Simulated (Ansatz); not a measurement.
Al$_{3}$Pd$_{2}$:
Space group P-3m1 (No. 164); a = 4.2078 Å, b = 4.2078 Å, c = 5.1453 Å, α = 90.00°, β = 90.00°, γ = 120.00°

```tsv
atom	site	symmetry	x	y	z
Al	1a	-3m.	0.0000	0.0000	0.0000
Al	2d	3m.	0.6667	0.3333	0.3547
Pd	2d	3m.	0.3333	0.6667	0.1555
```

Relaxed with PBEsol.

**Question.** Which orbitals make up the states near the Fermi level in the program Ansatz at the PBEsol level (PAW)?

**Answer.** Within 0.5 eV of the Fermi level: Al 3p 61 %, Pd 4d 22 %, Al 3s 9 %, outside the projected shells 7 %. Projections are on Löwdin-orthogonalised atomic valence shells; empty p or d shells of many metals are not among them.

**Question.** Tabulate the density of states.

**Answer.** States/eV per cell of 5 atoms, in 0.25 eV bins, energy from the Fermi level.

```tsv
E (eV)	total	Pd 4d	Al 3p	Al 3s
-7.85	1.00	0.08	0.47	0.39
-7.60	1.16	0.13	0.54	0.43
-7.35	1.15	0.18	0.50	0.42
-7.10	1.37	0.32	0.52	0.49
-6.85	2.30	0.76	0.69	0.79
-6.60	2.88	1.28	0.64	0.90
-6.35	3.69	2.07	0.59	0.98
-6.10	4.19	2.26	0.84	1.02
-5.85	1.68	1.13	0.34	0.20
-5.60	1.55	0.91	0.45	0.15
-5.35	4.49	3.23	1.04	0.16
-5.10	5.52	4.04	1.21	0.17
-4.85	10.58	8.82	1.38	0.28
-4.60	6.80	5.80	0.81	0.12
-4.35	3.87	3.44	0.32	0.08
-4.10	4.37	3.74	0.48	0.12
-3.85	7.84	6.82	0.86	0.11
-3.60	5.50	4.92	0.46	0.09
-3.35	9.73	8.75	0.76	0.15
-3.10	7.63	6.31	1.06	0.18
-2.85	3.89	3.07	0.65	0.12
-2.60	1.80	0.89	0.73	0.12
-2.35	1.76	0.76	0.82	0.11
-2.10	1.57	0.63	0.78	0.08
-1.85	1.90	0.72	0.96	0.13
-1.60	2.48	0.91	1.27	0.19
-1.35	2.16	0.67	1.20	0.18
-1.10	2.46	0.63	1.50	0.20
-0.85	2.22	0.49	1.42	0.18
-0.60	1.58	0.35	1.00	0.14
-0.35	1.30	0.27	0.82	0.12
-0.10	1.19	0.27	0.73	0.10
0.15	1.12	0.26	0.67	0.10
0.40	1.06	0.24	0.64	0.10
0.65	1.03	0.22	0.62	0.10
0.90	1.00	0.20	0.62	0.10
1.15	1.06	0.19	0.67	0.10
1.40	1.22	0.21	0.78	0.13
1.65	1.44	0.24	0.88	0.20
1.90	1.20	0.17	0.70	0.20
2.15	1.11	0.15	0.51	0.35
2.40	1.42	0.18	0.45	0.59
2.65	2.32	0.27	0.74	0.91
2.90	2.81	0.27	0.94	1.04
3.15	2.22	0.19	0.81	0.67
3.40	2.51	0.18	0.97	0.65
3.65	2.80	0.20	1.08	0.69
3.90	2.64	0.17	1.06	0.61
4.15	2.42	0.13	0.98	0.52
4.40	2.26	0.11	0.92	0.47
4.65	2.33	0.11	0.99	0.44
```

The workflow started from a Materials Project entry (that database holds measured and hypothetical structures alike); the Crystallography Open Database copy checked does not list it. Its standing as an ambient phase is unchecked. The PBEsol relaxation kept the symmetry of its start; whether a distortion lowers the energy is not shown. No spin polarisation was allowed. Axis ratios of metals converge slowly with the k-mesh, so a and c are less sure than the volume. Spin–orbit coupling is left out wherever it is not named.

Potentials: the later of the program's two PAW sets.
